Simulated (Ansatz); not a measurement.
NbInO$_{4}$:
```yaml
crystal:
  lattice:
    - [4.85908, 0.00000, 0.00000]
    - [0.00000, 5.79750, 0.00000]
    - [-0.09148, 0.00000, 5.15280]
  atoms:
    - { symbol: Nb, position: [0.00000, 0.82166, 0.75000] }
    - { symbol: Nb, position: [0.00000, 0.17834, 0.25000] }
    - { symbol: In, position: [0.50000, 0.31874, 0.75000] }
    - { symbol: In, position: [0.50000, 0.68126, 0.25000] }
    - { symbol: O, position: [0.25964, 0.38120, 0.40147] }
    - { symbol: O, position: [0.74036, 0.61880, 0.59853] }
    - { symbol: O, position: [0.74036, 0.38120, 0.09853] }
    - { symbol: O, position: [0.25964, 0.61880, 0.90147] }
    - { symbol: O, position: [0.21483, 0.89735, 0.43853] }
    - { symbol: O, position: [0.78517, 0.10265, 0.56147] }
    - { symbol: O, position: [0.78517, 0.89735, 0.06147] }
    - { symbol: O, position: [0.21483, 0.10265, 0.93853] }
```

Relaxed with r²SCAN. Special points in fractions of this cell's reciprocal vectors: Γ (0.000, 0.000, 0.000); Z (0.000, 0.500, 0.000); D (0.000, 0.500, 0.500); B (0.000, 0.000, 0.500); A (-0.500, 0.000, 0.500); E (-0.500, 0.500, 0.500); C2 (-0.500, 0.500, 0.000); Y2 (-0.500, 0.000, 0.000).

Task: List the band energies nearest the valence-band maximum at these points for r²SCAN (plane waves, PAW; program Ansatz).

Result: In eV from the valence-band maximum; about four levels below and three above (degenerate sets whole), none deeper than 8.9 eV; points with the same levels are listed once.

| k | below | above |
|---|---|---|
| Γ | -0.55 -0.50 -0.20 -0.15 | 4.01 4.47 4.56 |
| Z | -0.61 -0.56 -0.38 -0.07 | 3.81 4.63 4.72 |
| D | -0.54 -0.54 -0.35 -0.35 | 4.05 4.05 4.76 4.76 |
| B | -0.43 -0.43 -0.26 -0.26 | 3.90 3.90 4.53 4.53 |
| A | -0.55 -0.55 -0.19 -0.19 | 4.31 4.31 4.74 4.74 |
| E | -0.83 -0.83 -0.32 -0.32 | 4.48 4.48 4.50 4.50 |
| C2 | -0.68 -0.53 -0.36 -0.20 | 4.37 4.46 4.58 |
| Y2 | -0.41 -0.30 -0.29 -0.05 | 4.37 4.41 4.41 |

Space group P2/c. The workflow started from a Materials Project entry (that database holds measured and hypothetical structures alike); the Crystallography Open Database files this formula in space group No. 13, but the cells were not matched. Whether it is the stable phase at ambient conditions was not checked. The cell was relaxed with r²SCAN under the symmetry of its start; its stability against distortions is not shown here. No spin polarisation was allowed. Spin–orbit coupling is left out wherever it is not named.

Potentials: the earlier of the program's two PAW sets.
